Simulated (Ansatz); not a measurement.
Below is a relaxed structure of Cd3Ga2O. The cell was found from a structure generator's guess, not taken from experiment.

The calculation used DFT PBE, scalar-relativistic, plane waves, PAW in Ansatz. Cutoff 420 eV, Γ-centred mesh, Gaussian smearing, no spin polarisation.

```
Cd Ga O
1.0
     5.01569    0.00000    0.00000
     0.00000    5.01569    0.00000
     0.00000    0.00000    8.36532
Cd Ga O
3 2 1
Direct
  0.50000 0.50000 0.50000
  0.50000 0.50000 0.16766
  0.50000 0.50000 0.83234
  0.00000 0.50000 0.50000
  0.50000 0.00000 0.50000
  0.00000 0.00000 0.50000
```

The zero of energy is the elements' standard structures at the same level (O₂ as a molecule); no fitted shifts are applied.

Task: Find its symmetry and describe it.

Result: P4/mmm (No. 123). Conventional cell: a = 5.016 Å, c = 8.365 Å. Cd on a site of symmetry 4/mmm has 4 Ga at 2.51 Å and 2 Cd at 2.78 Å; Cd on a site of symmetry 4mm has 2 Cd at 2.78–2.81 Å; Ga has 2 Cd at 2.51 Å and 2 O at 2.51 Å; around O lie 4 Ga at 2.51 Å.

Task: How far does it lie from the elements in energy?

Result: +0.27 eV/atom. It can't be a ground state, since the elements alone are lower.

Task: Is it a metal?

Result: Yes, bands cross the Fermi level on the 8×8×6 mesh.

The last run used an 8×8×6 mesh (in the run's order of axes) for its 6-atom cell and Gaussian smearing of 0.10 eV. A structure relaxed within its symmetry needn't be a true minimum. Another cell of Cd3Ga2O relaxed alike, in P3m1, lies 0.48 eV/atom lower, so this cell isn't the stable form at this level.
